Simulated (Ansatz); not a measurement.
## Cu: zone-centre modes under pressure

Cu, P6_3/mmc, a = 2.517 Å, c = 4.129 Å. This isn't the element's structure at ambient conditions. Ansatz: PBEsol, PAW, 420 eV, Γ-centred 18×18×10 mesh on 2 atoms, Fermi-Dirac smearing 0.15 eV; no spin polarisation. Cell and atoms are relaxed at each pressure with the symmetry kept; optical modes at Γ by linear response, in cm⁻¹, matched by rank (the highest 2 distinct ones).

| P (GPa) | V (Å³/atom) | ω1 | ω2 |
| --- | --- | --- | --- |
| 0 | 11.330 | 111.6 | 260.1 |
| 3 | 11.136 | 115.1 | 270.8 |
| 8 | 10.852 | 120.3 | 287.0 |
| 15 | 10.514 | ? | ? |

Problem. Get each mode's Grüneisen parameter γ = −d ln ω/d ln V from the other rows and predict the missing frequencies.

Solution. ln(V/V0) = 0.0000, -0.0173, -0.0431, -0.0747; a line through ln(ω/ω0) of the 3 known rows gives ω1: γ = 1.739 (intercept 0.0003), predicted 127.1, computed 126.9; ω2: γ = 2.281 (intercept 0.0003), predicted 308.5, computed 307.4. The worst miss is 0.4 %, or 2 % of the shift under pressure, so a constant γ serves at that level. In a metal these frequencies hang on the mesh and smearing.

Cost: 4 runs of about 5.5 core-minutes in all, on Arm Neoverse V1 (shared hosts).